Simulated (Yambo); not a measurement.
Yambo run on Ba2CaMoO6 (space group Fm-3m, No. 225). The wavefunctions come from this Quantum ESPRESSO step (PBEsol, PseudoDojo standard norm-conserving files, scalar-relativistic):

```
&CONTROL
  calculation = 'nscf'
  pseudo_dir = './pseudo'
  outdir = './out'
/
&SYSTEM
  ibrav = 0
  nat = 10
  ntyp = 4
  ecutwfc = 84.0
  ecutrho = 336.0
  occupations = 'fixed'
  force_symmorphic = .true.
  nbnd = 297
/
&ELECTRONS
  conv_thr = 1e-08
  diago_full_acc = .true.
  diago_thr_init = 1e-08
/
ATOMIC_SPECIES
O 15.9990 O.upf
Ca 40.0780 Ca.upf
Mo 95.9500 Mo.upf
Ba 137.3270 Ba.upf
CELL_PARAMETERS angstrom
  0.000000000000   4.250320000000   4.250320000000
  4.250320000000   0.000000000000   4.250320000000
  4.250320000000   4.250320000000   0.000000000000
ATOMIC_POSITIONS crystal
O   0.729760000000   0.729760000000   0.270240000000
O   0.270240000000   0.270240000000   0.729760000000
O   0.270240000000   0.729760000000   0.729760000000
O   0.729760000000   0.270240000000   0.270240000000
O   0.729760000000   0.270240000000   0.729760000000
O   0.270240000000   0.729760000000   0.270240000000
Ca   0.000000000000   0.000000000000   0.000000000000
Mo   0.500000000000   0.500000000000   0.500000000000
Ba   0.750000000000   0.750000000000   0.750000000000
Ba   0.250000000000   0.250000000000   0.250000000000
K_POINTS automatic
2 2 2 0 0 0
```

Yambo input:

```
rim_cut
gw0
dyson
el_el_corr
HF_and_locXC
ppa
em1d
RandQpts= 1000000
RandGvec= 1 Ry
EXXRLvcs= 84 Ry
VXCRLvcs= 336 Ry
Chimod= "HARTREE"
% BndsRnXp
 2 | 296 |
%
NGsBlkXp= 8 Ry
% LongDrXp
 1.0 | 1.0 | 1.0 |
%
PPAPntXp= 27.2114 eV
% GbndRnge
 1 | 296 |
%
GTermKind= "BG"
DysSolver= "n"
ExtendOut
% QPkrange
 1 | 1 | 40 | 41 |
 2 | 2 | 40 | 41 |
 3 | 3 | 40 | 41 |
%
```

k points by index: 1 = Γ, 2 = L, 3 = X.

The o-*.qp file then holds:

```
#    K-point    Band    Eo [eV]    E [eV]    E-Eo [eV]    Vxc [eV]    Vnlxc [eV]    Sc|Eo [eV]    Sc|E [eV]    dSc/dw|Eo [eV]    Re(Z)    Im(Z)
#
    1    40    0.000000    -0.425005    -0.425005    -19.42674    -24.43679    4.453275    4.585038    -8.433453    0.763400    -0.001526
    1    41    2.319230    3.373077    1.053847    -17.49433    -12.45003    -3.721945    -3.990452    -6.932521    0.796960    -0.001219
    2    40    -0.295011    -0.762473    -0.467462    -18.94777    -24.02183    4.461817    4.606599    -8.425019    0.763580    -0.001670
    2    41    2.585591    3.682764    1.097173    -18.27227    -12.93687    -3.950020    -4.238222    -7.147225    0.791980    -0.001119
    3    40    -0.045166    -0.475442    -0.430276    -19.29602    -24.28023    4.420830    4.553936    -8.415001    0.763796    -0.001542
    3    41    1.980947    3.011794    1.030847    -16.78768    -11.42818    -4.075615    -4.328657    -6.678936    0.802923    -0.001172
```
(The two width columns are left out.) Convergence of these settings isn't established.

Spin-orbit coupling is not included.

Geometry of the Materials Project entry, not relaxed at this level.
